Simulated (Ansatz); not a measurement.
BCl$_{3}$:
Space group P6₃/m (No. 176); a = b = 6.0709 Å, c = 6.4698 Å, α = β = 90.00°, γ = 120.00°

```tsv
atom	site	symmetry	x	y	z
Cl	6h	m..	0.0564	0.3714	0.2500
B	2c	-6..	0.3333	0.6667	0.2500
```

Relaxed with r²SCAN+D4. 

### Question
HSE06 on this cell (Ansatz, a first-principles code, PAW) gives a gap of 5.98 eV. What does r²SCAN+D4 give?

### Answer
5.04 eV.

Cost on shared cores: the r²SCAN+D4 run (SCF on a 5×5×5 mesh, then bands and DOS) roughly 2.8 core-minutes, the HSE06 run (SCF on 3×3×3, then a few points) roughly 5 core-minutes; the tasks are unlike.

Space group P6_3/m. The workflow started from an entry of the Crystallography Open Database (COD). Its standing as an ambient phase is unchecked. Symmetry was held in the r²SCAN+D4 relaxation; its stability against distortions is not shown here.

Potentials: the later of the program's two PAW sets.

Ansatz is a plane-wave DFT program.
